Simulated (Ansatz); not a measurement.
AlRu:
```yaml
crystal:
  lattice:
    - [0.00000, 2.46865, 2.46865]
    - [2.46865, 0.00000, 2.46865]
    - [2.46865, 2.46865, 0.00000]
  atoms:
    - { symbol: Ru, position: [0.00000, 0.00000, 0.00000] }
    - { symbol: Al, position: [0.50000, 0.50000, 0.50000] }
```

This is the r²SCAN-relaxed structure.

All from the program Ansatz at the r²SCAN level (PAW), unless another level is named. Predict the formation energy from the elements (no fitted shifts).

0.16 eV/atom.

What about the density of states at the Fermi level?

1.0 states/eV per atom (mean over ±0.08 eV).

Give the gap with spin–orbit coupling.

none (metallic).

Space group Fm-3m (rock salt). The start of the workflow was typed in or built on a structure type; neither database checked (COD, Materials Project) lists it. COD files the formula under space group No. 221, so this cell is another polymorph or a model. Whether it is the stable phase at ambient conditions was not checked. The cell was relaxed with r²SCAN under the symmetry of its start. At this level the phase is mechanically unstable. No spin polarisation was allowed. Its formation energy is positive at this level, so the cell may be metastable or incomplete. The references are the lowest solids computed at this level, not always the standard phases. Spin–orbit coupling is left out wherever it is not named.

Potentials: the earlier of the program's two PAW sets.
